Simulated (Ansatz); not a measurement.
Relaxed-ion elastic tensor of Si2W (MoSi2 or CaC2 type, space group No. 139) in GPa (Voigt order), plane-wave PAW PBE (Ansatz code); density 9.72 g/cm³, 13.67 Å³ per atom.

```
 414   119  93.8   0.0   0.0   0.0
 119   414  93.8   0.0   0.0   0.0
93.8  93.8   523   0.0   0.0   0.0
 0.0   0.0   0.0   198   0.0   0.0
 0.0   0.0   0.0   0.0   198   0.0
 0.0   0.0   0.0   0.0   0.0   199
```

Question: Is the crystal mechanically stable?

Answer: Yes: the smallest eigenvalue of C is 198 GPa.

Question: Work out the Voigt, Reuss and Hill averages.

Answer: K_V = 218, K_R = 217, K_H = 218; G_V = 189, G_R = 186, G_H = 187 GPa.

Question: Give Young's modulus, Poisson's ratio, Pugh's ratio and the universal anisotropy index.

Answer: E = 9KG/(3K + G) = 436 GPa; ν = 0.17; K/G = 1.16 (brittle by the Pugh limit of 1.75); A_U = 5G_V/G_R + K_V/K_R − 6 = 0.08.

Question: Estimate the sound speeds and the Debye temperature.

Answer: v_l = √((K + 4G/3)/ρ) = 6930 m/s, v_t = √(G/ρ) = 4390 m/s, mean 4830 m/s; Θ = (h/k)(3n/4πV)^(1/3) v_m = 601 K.

Question: Solve the Christoffel equation for the three sound speeds along x, y, z.

Answer: Eigenvalues of C_ijkl n_j n_l equal ρv². In km/s, slowest first: x 4.51, 4.53, 6.53; y 4.51, 4.53, 6.53; z 4.51, 4.51, 7.34.

Question: How much does each axis shrink under pressure?

Answer: Linear compressibilities β_i = Σ_j S_ij (j = 1 to 3): x 1.6, y 1.6, z 1.3 per TPa.

Space group I4/mmm (MoSi2 or CaC2 type). The cell was relaxed with PBE under the symmetry of its start; of distortions, only those at the zone centre were tested. No spin polarisation was allowed. As this level gives no gap, shear constants depend on the k-mesh and smearing (Fermi–Dirac, 0.1 eV here). Scalar-relativistic: spin–orbit coupling is off unless named, which matters more the heavier the elements.

Potentials: the later of the program's two PAW sets.
